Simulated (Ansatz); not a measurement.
Starting cell, CdSe (zinc blende):

```xyz
2
Lattice="0.0000 3.0409 3.0409 3.0409 0.0000 3.0409 3.0409 3.0409 0.0000" Properties=species:S:1:pos:R:3 pbc="T T T"
Se     4.5614     4.5614     4.5614
Cd     0.0000     0.0000     0.0000
```

Scan: atom 2 (Cd, nearest neighbour Se at 2.634 Å; its periodic images, 4.3 Å or more away, move with it) is displaced along Cartesian x, direction (1.000, 0.000, 0.000) in Cartesian axes, by s. The other atoms stay.

Calculation: PBEsol (plane waves to 420 eV, PAW, scalar-relativistic; Ansatz, a program for electronic structure). k mesh 8×8×8 (Γ-centred), Fermi-Dirac smearing 0.05 eV. E stands for the smeared free energy. CdSe was relaxed with its symmetry unable to fall. The zero of ΔE is the undisplaced structure.

```json
[
 {"s (Å)": "-0.530", "ΔE (meV/cell)": "616"},
 {"s (Å)": "-0.424", "ΔE (meV/cell)": "405"},
 {"s (Å)": "-0.318", "ΔE (meV/cell)": "233"},
 {"s (Å)": "-0.212", "ΔE (meV/cell)": "withheld"},
 {"s (Å)": "-0.106", "ΔE (meV/cell)": "27"},
 {"s (Å)": "0.000", "ΔE (meV/cell)": "0"},
 {"s (Å)": "0.106", "ΔE (meV/cell)": "27"},
 {"s (Å)": "0.212", "ΔE (meV/cell)": "withheld"},
 {"s (Å)": "0.318", "ΔE (meV/cell)": "233"},
 {"s (Å)": "0.424", "ΔE (meV/cell)": "405"},
 {"s (Å)": "0.530", "ΔE (meV/cell)": "616"}
]
```

Task: Fit an even polynomial form (powers 2, 4) to the given rows and predict ΔE at s = -0.212.

Result: Least squares on the 9 given rows: ΔE = (2364)·s² + (-609.8)·s⁴, in meV/cell with s in Å; root-mean-square residual 0.3 meV/cell. At -0.212 the fit gives 105 meV/cell; the calculation gives 105 meV/cell, the same to the digits shown. The quadratic term alone would give 106 meV/cell.

(For displaced atoms, the force is minus the slope of the energy, and its curvature is a force constant, which sets phonon frequencies.)
